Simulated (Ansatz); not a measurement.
ScZn: computed property card

ScZn (CsCl type, Pm-3m), a = b = c = 3.301 Å, α = β = γ = 90.00°.

Space group Pm-3m (No. 221), CsCl type; conventional cell a = b = c = 3.3014 Å, α = β = γ = 90.00°.

Method: PBEsol in the plane-wave PAW code Ansatz. Geometry: relaxed at this level of theory. Other levels are named where they apply.

Cell and energy:

* **Volume per atom**: 17.99 Å³
* **Density**: 5.09 g/cm³
* **Formation energy from the elements (no fitted shifts)**: -0.39 eV/atom

Electronic structure:

- Electronic character: metallic (no gap)
- Density of states at the Fermi level: 0.96 states/eV per atom (mean over ±0.08 eV)

Mechanics:

* **Bulk modulus (Birch–Murnaghan fit)**: 83.5 GPa
* **Pressure derivative B′**: 4.2
* **Elastic constants (relaxed ions, GPa)**: C11 = 116, C12 = 66.7, C44 = 73.1
* **Mechanical stability**: stable (all eigenvalues of C positive)
* **Hill bulk and shear moduli**: 83.2 and 47.4 GPa
* **Young's modulus**: 120 GPa
* **Poisson's ratio**: 0.26
* **Debye temperature from the elastic constants**: 385 K

Phonons:

* **Highest zone-centre frequency**: 25.1 meV
* **Zone-centre stability**: no imaginary mode at Γ

The workflow started from an entry of the Crystallography Open Database (COD). Whether it is the stable phase at ambient conditions was not checked. Symmetry was held in the PBEsol relaxation. No spin polarisation was allowed. As this level gives no gap, shear constants depend on the k-mesh and smearing (Fermi–Dirac, 0.1 eV here). As this level gives no gap, phonon frequencies hold no LO–TO term and depend on the k-mesh and smearing (Fermi–Dirac, 0.1 eV here). The references are the lowest solids computed at this level, not always the standard phases.

Potentials: the later of the program's two PAW sets.
